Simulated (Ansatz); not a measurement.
**One input, then a changed one: Hf (bcc type)**

First run: DFT, LDA, PAW with Ansatz's default frozen-core files, scalar-relativistic (Ansatz 0.2.0).

Command: `ansatz run input.yaml --threads 1 --pin off --max-ram 2048MiB --backend cpu --events-out ev --progress --plain --runs-dir out` It took 3.1 s on 1 thread of Intel(R) Xeon(R) Platinum 8488C (Sapphire Rapids) (shared host), peak memory 0.39 GiB.

```yaml
crystal:
  lattice:
    - [-1.5985654138, 1.5985654138, 1.5985654138]
    - [1.5985654138, -1.5985654138, 1.5985654138]
    - [1.5985654138, 1.5985654138, -1.5985654138]
  atoms:
    - { symbol: Hf, position: [0.0, 0.0, 0.0] }
kpoints:
  mp_grid: { grid: [17, 17, 17] }
scf:
  occupations: { method: fermi_dirac, width: 0.08 }
hamiltonian:
  xc: lda
  pseudopotentials: { kind: paw }
output:
  forces: true
  stress: true
  eigenvalues: true
  populations: true
  write_density: true
  write_potential: true
  elf: true
  volumetric_format: npy
```

The cell comes from a relaxation on PAW files under the same functional, begun from a prototype that needn't be the stable phase.

This run: volume at 0.8 of the series' base cell.

It converges in 7 SCF iterations at a pressure of 36.8 GPa, cutoff 420 eV.

The input is then changed:

```diff
   occupations: { method: fermi_dirac, width: 0.08 }
+  algorithm: direct_min
 hamiltonian:
```

Task: What does the second run give?

Result: It converges in 4 SCF iterations at a pressure of 36.8 GPa, cutoff 420 eV, free energy 0.0 meV/atom against the first run's.
